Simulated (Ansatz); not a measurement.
What DFT gives for CdSnTe$_{2}$

```
Te Cd Sn
1.0
     5.37204    0.00000    0.00000
    -2.68602    4.65233    0.00000
     0.00000    0.00000   10.88512
Te Cd Sn
4 2 2
Direct
  0.33330 0.66670 0.41840
  0.66660 0.33330 0.91840
  0.33330 0.66670 0.08160
  0.66670 0.33340 0.58160
  0.00000 0.00000 0.25000
  0.00000 0.00000 0.75000
  0.33330 0.66670 0.75000
  0.66660 0.33330 0.25000
```

Single point in Ansatz 0.2.0 with r2SCAN, no spin polarisation. Cutoff 500 eV, PAW datasets, 7×7×3 Γ-centred k mesh, fermi-dirac filling (width 0.1 eV).

Q: Describe some of the short contacts.

A: Cd–Sn at 3.10 Å: least valence density 0.18 e/Å³ and ELF 0.34 there. Te–Te at 3.57 Å: least valence density 0.12 e/Å³ and ELF 0.23 there. Te–Cd at 3.60 Å: least valence density 0.10 e/Å³ and ELF 0.16 there. These are pseudo-fields; inside the PAW spheres they differ from the all-electron ones.

Q: Is the cell too large or too small?

A: The pressure is -4.1 GPa (compression positive), so with the atoms held at these fractions the cell would first shrink. The principal stresses -4.6, -4.6, -3.1 GPa differ, so its shape would change too.

Q: Is it stable against the elements?

A: 0.32 eV an atom against the elements' usual phases (free molecules for gases, crystals otherwise, with no correction for O₂ or N₂), so at this geometry it isn't bound against them. Relaxing would lower it.

Q: Is there a gap?

A: It is a metal, with about 6.9 states/eV a cell as the mean within 0.25 eV of the Fermi level, mostly Te p (77 %).

Q: How is the charge shared?

A: Bader charges in e: Cd +0.31, Sn +0.47, Te -0.39. In the mean Sn gives up most and Te takes most.

Origin: a known structure type with other elements, at an estimated volume, so it need not be a known compound.
